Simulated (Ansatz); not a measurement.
TiAs (P6_3/mmc): electronic heat capacity and spin susceptibility from the density of states

These are results of DFT r2SCAN, scalar-relativistic, plane waves, PAW in Ansatz, not measurements.

Plane waves to 500 eV, a k mesh through Γ of 12×12×8 on the computed 4-atom cell and Gaussian smearing (0.10 eV); no spin polarisation.

Relaxed cell: P6_3/mmc, a = 3.671 Å, b = 3.671 Å, c = 6.040 Å, α = 90.00°, β = 90.00°, γ = 120.00°, 4 atoms in the primitive cell. Whether it is the stable form of this composition wasn't checked.

The density of states at the Fermi level is 3.160 states/eV in the cell of 4 atoms (2 formula units; both spins, tetrahedra on a 18×18×12 mesh).

Problem. What Sommerfeld coefficient and Pauli susceptibility does this give?

Solution. Per formula unit N(E_F) = 1.580 states/eV. γ = (π²/3) k_B² N(E_F) N_A = 2.357 mJ/(mol K²) per state/eV, so γ = 3.7 mJ/(mol K²), a mole of formula units. χ_P = μ_B² N(E_F) N_A = 3.23×10⁻⁵ emu/mol per state/eV gives 5.1×10⁻⁵ emu/mol. This is the bare band result: a measured γ of the same phase is as a rule larger by a factor 1 + λ from phonons and spin fluctuations, the spin part of χ is larger by the Stoner factor, and a measured χ also holds orbital and core terms. N(E_F) at one energy is sensitive to the mesh where the density of states has sharp peaks.